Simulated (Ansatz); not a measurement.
Method: DFT PBE, scalar-relativistic, plane waves, PAW (Ansatz). All cells share a 420 eV cutoff and Γ-centred k meshes spaced at most about 0.3 Å⁻¹ (about 0.25 or finer for metals, 2π included). No spin polarisation in the final relaxations.

Temperature and zero-point effects are left out.

Compare these two cells of Si3Bi, each relaxed at this level.

A. Space group P6/mmm (No. 191), hexagonal, a = 4.972 Å, c = 4.064 Å. Around Si lie 4 Si at 2.49 Å and 4 Bi at 3.21 Å; Bi is surrounded by 12 Si at 3.21 Å.

B. Space group P4/mmm (No. 123), tetragonal, a = 3.245 Å, c = 7.441 Å. Si on a site of symmetry 4mm has 5 Si at 2.55–2.63 Å, 4 Si at 3.24 Å and 4 Bi at 3.35 Å; Si on a site of symmetry 4/mmm is surrounded by 8 Si at 2.63 Å, 4 Si at 3.24 Å and 2 Bi at 3.72 Å; around Bi lie 4 Bi at 3.24 Å, 8 Si at 3.35 Å and 2 Si at 3.72 Å.

Problem. Which would you expect to be lower, and how large is the difference?

Solution. B is lower, by 93 meV/atom. A has space group P6/mmm (No. 191), 21.7 Å³/atom and no gap on its mesh; B has space group P4/mmm (No. 123), 19.6 Å³/atom and no gap. Counting Si atoms around Bi (those within 1.25 times the shortest such distance or 1.15 times the sum of covalent radii, 1.27 where that leaves under three; a plus sign parts nearer from farther groups; the shortest distance is added where it exceeds 1.18 times the sum of covalent radii), A has Bi 12 from 3.2 Å and B has Bi 8+2 from 3.4 Å. A holds Si–Si nets (shortest 2.49 Å); in B the shortest Si–Si distance is 2.55 Å, near bonding range too. The denser one is the lower, and pressure would at first widen the difference. Even the lower one lies +0.50 eV/atom against the reference forms of the elements (uncorrected), so neither is stable at this level. Both come from invented guesses.

These runs have no spin–orbit coupling, which can matter for Bi. A magnetic state wasn't ruled out in cells without spin, among them P6/mmm, P4/mmm. Cells relaxed within their symmetry can be saddle points.
